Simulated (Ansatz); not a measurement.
Nb (bcc, W type)

```
CELL_PARAMETERS angstrom
     -1.65147     1.65147     1.65147
      1.65147    -1.65147     1.65147
      1.65147     1.65147    -1.65147
ATOMIC_POSITIONS crystal
  Nb 0.00000 0.00000 0.00000
```

Two coordinates are scanned: the volume, and the ratio of the stretch along z (the conventional c axis) to the stretch across it. Atoms keep their fractional coordinates.

Calculation: r2SCAN (plane waves to 500 eV, PAW, scalar-relativistic; Ansatz, a first-principles code). k mesh 20×20×20 (Γ-centred), Fermi-Dirac smearing 0.05 eV. Energies are smeared free energies. With partly filled bands, the response to shear is sensitive to the k mesh, so small differences along c/a are uncertain. Nb is run without spin polarisation. Nb was relaxed with its symmetry unable to fall. The PAW data are Ansatz's earlier set. The zero of ΔE is the relaxed starting cell.

**Question.** Predict the ΔE (meV/atom) at all points of the grid V/V₀ = 0.920, 0.960, 1.000, 1.040, 1.080 by (c/a)/(c/a)₀ = 0.960, 0.980, 1.000, 1.020, 1.040.

**Answer.** ΔE (meV/atom), with V/V₀ across and (c/a)/(c/a)₀ down:

```csv
(c/a)/(c/a)₀ \ V/V₀,0.920,0.960,1.000,1.040,1.080
0.960,79,24,7,21,61
0.980,73,19,2,16,57
1.000,71,17,0,15,55
1.020,73,19,2,16,57
1.040,80,24,7,21,61
```

(A scan under strain: stresses follow from slopes of the energy per volume, elastic moduli from its curvatures.)
